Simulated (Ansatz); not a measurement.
The relaxed structure here is a generated cell of MgSe: the first start was made by placing the elements on the sites of a structure type, and the end was not matched to a known phase here, so it may be hypothetical. Known forms of MgSe include space group No. 225.

A relaxed cell of MgSe (P4₂/mmc (No. 131)), relaxed on a k-mesh at least as fine as the one used below. Method: r2SCAN (plane waves to 500 eV, PAW, scalar-relativistic; Ansatz, a program for electronic structure). Γ-centred k-mesh 3×6×4 on the run's cell (coarser than for final values), Fermi–Dirac smearing 0.05 eV.

```
MgSe
1.0
    7.76484     0.00000     0.00000
    0.00000     3.88242     0.00000
    0.00000     0.00000     7.13092
Mg Se
4 4
Direct
  0.00000   0.50000   0.00000
  0.50000   0.50000   0.00000
  0.25000   0.00000   0.50000
  0.75000   0.00000   0.50000
  0.00000   0.00000   0.25000
  0.50000   0.00000   0.25000
  0.00000   0.00000   0.75000
  0.50000   0.00000   0.75000
```

The atoms are displaced by (Å):

```csv
atom,ux,uy,uz
Mg1,-0.090,-0.029,-0.010
Mg2,-0.043,-0.049,0.096
Mg3,-0.050,-0.057,0.044
Mg4,0.039,0.055,0.039
Se5,-0.096,0.006,-0.009
Se6,0.076,0.057,-0.053
Se7,-0.208,0.142,-0.044
Se8,0.132,0.080,-0.094
```

Task: What forces (eV/Å) and pressure result?

Result: 
```json
[
 {"atom": "Mg1", "Fx": "-0.15", "Fy": "0.48", "Fz": "0.12"},
 {"atom": "Mg2", "Fx": "0.23", "Fy": "0.61", "Fz": "-0.79"},
 {"atom": "Mg3", "Fx": "0.24", "Fy": "0.19", "Fz": "-0.09"},
 {"atom": "Mg4", "Fx": "-0.65", "Fy": "0.00", "Fz": "-1.02"},
 {"atom": "Se5", "Fx": "0.69", "Fy": "-0.31", "Fz": "-0.14"},
 {"atom": "Se6", "Fx": "-0.56", "Fy": "-0.54", "Fz": "0.47"},
 {"atom": "Se7", "Fx": "1.52", "Fy": "-0.25", "Fz": "0.77"},
 {"atom": "Se8", "Fx": "-1.32", "Fy": "-0.19", "Fz": "0.68"}
]
```

Pressure +0.8 GPa.

Task: Estimate the energy cost of the displacement in the harmonic approximation and compare with the calculation.

Result: For a harmonic well ΔE = −½ Σ F·u = 0.506 eV a cell, or 63 meV/atom. The calculated energy relative to the undisplaced cell is +61 meV/atom, so the harmonic estimate holds well.

The undisplaced cell is probably no minimum: from this displacement the run went on to Fm-3m (No. 225), 393 meV/atom below it.

No spin polarisation in the result.
